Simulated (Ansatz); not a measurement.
GePt: computed property card

GePt:
```yaml
crystal:
  lattice:
    - [5.71619, 0.00000, 0.00000]
    - [-2.85810, 4.95037, 0.00000]
    - [0.00000, 0.00000, 3.98198]
  atoms:
    - { symbol: Pt, position: [0.50000, 0.00000, 0.00000] }
    - { symbol: Pt, position: [0.50000, 0.50000, 0.00000] }
    - { symbol: Pt, position: [0.00000, 0.50000, 0.00000] }
    - { symbol: Ge, position: [0.00000, 0.00000, 0.00000] }
    - { symbol: Ge, position: [0.33333, 0.66667, 0.50000] }
    - { symbol: Ge, position: [0.66667, 0.33333, 0.50000] }
```

Space group P6/mmm (No. 191); conventional cell a = 5.716 Å, b = 5.716 Å, c = 3.982 Å, α = 90.00°, β = 90.00°, γ = 120.00°.

Method: PBE in the plane-wave PAW code Ansatz. Structure relaxed to zero pressure with the same functional. Other levels are named where they apply.

### Cell and energy

- Volume per atom: 18.78 Å³
- Density: 11.84 g/cm³
- Formation energy from the elements (no fitted shifts): -0.12 eV/atom

### Electronic structure

* **Electronic character**: metallic (no gap)
* **Density of states at the Fermi level**: 0.72 states/eV per atom (mean over ±0.08 eV)

### Mechanics

Bulk modulus (Birch–Murnaghan fit): 127 GPa
Pressure derivative B′: 5.5

A made-up cell: these elements were put on the sites of a structure type; neither database checked (COD, Materials Project) lists it. COD files the formula under space group No. 62, so this cell is another polymorph or a model. Its standing as an ambient phase is unchecked. The cell keeps a stress of up to 0.2 GPa. The PBE relaxation kept the symmetry of its start; whether a distortion lowers the energy is not shown. The run is not spin-polarised. The references are the lowest solids computed at this level, not always the standard phases. Scalar-relativistic: spin–orbit coupling is off unless named, which matters more the heavier the elements.

Potentials: the later of the program's two PAW sets.
